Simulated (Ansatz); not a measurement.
## LiH₃O₂: 17O NMR of the central transition

Cell: an entry of the Crystallography Open Database (COD; perhaps a calculated or model structure), taken as it stands.

Space group C2/m (No. 12); a = 7.4153, b = 8.3054, c = 3.1950 Å, β = 110.11°.

```csv
site,Wyckoff,site symmetry,x,y,z
Li,4h,2,0.5000,0.8479,0.5000
H3,4i,m,0.2653,0.0000,0.6737
H5,8j,1,0.6113,0.6326,0.1389
O9,4i,m,0.2860,0.0000,0.3959
O11,4g,2,0.5000,0.7067,0.0000
```

One atom of each set is listed; the run and its k-mesh use a cell of 12 atoms with edges of 5.57, 5.57, 3.19 Å.

Method: Kohn–Sham DFT in Ansatz, PBE, plane waves and PAW (field gradients read without the response of the frozen cores, which leaves them typically 4 to 6 % off), scalar-relativistic, 420 eV cutoff, Γ-centred 4×4×7 k-points, Fermi–Dirac smearing 0.02 eV.

17O has I = 5/2 and Q = -25.58 mb (Pyykkö 2018); at 23.5 T its Larmor frequency is ν₀ = 135.7 MHz. Only the quadrupole interaction is simulated: positions count from each site's isotropic chemical shift, and J coupling is left out, as are shift anisotropy and dipolar coupling, which fast spinning averages.

**Question.** Give C_Q, η, the quadrupolar product P_Q = |C_Q|(1 + η²/3)^½, the second-order isotropic shift and the breadth of the pattern (fast magic-angle spinning) for each O site.

**Answer.** 

| site | first shell | C_Q (MHz) | η | P_Q (MHz) | δ_QIS (ppm) | breadth (kHz) |
| --- | --- | --- | --- | --- | --- | --- |
| O9 | 1 H at 0.95 Å, 2 Li at 1.97 Å; also 2 H at 1.68 Å | -7.68 | 0.02 | 7.68 | -19.2 | 5.62 |
| O11 | 2 H at 1.00 Å, 2 Li at 1.98 Å | 7.05 | 0.85 | 7.85 | -20.1 | 6.14 |

δ_QIS = −(ν_Q²/30ν₀²)[I(I+1) − 3/4](1 + η²/3) × 10⁶ ppm with ν_Q = 3|C_Q|/[2I(2I−1)]; it falls as 1/B₀² in ppm, and the breadth as 1/B₀ in kHz.

At O9 V_zz points along its shortest bond, to H (within 2°).

At this cell the principal stresses reach 5 GPa in size with PBE, which can matter for small gradients. The largest force is 1.2 eV/Å, so the atoms aren't at the calculated equilibrium and relaxing them would move these values.

Hardware: 1 thread of Intel Xeon 6975P-C (Granite Rapids) (x86_64; 16 cores open to the job, memory cap 3.0 GiB, no GPU), a shared host with a load of 0.9 a core. Wall time 4.3 s, CPU time 4.2 s, peak memory 0.4 GiB.
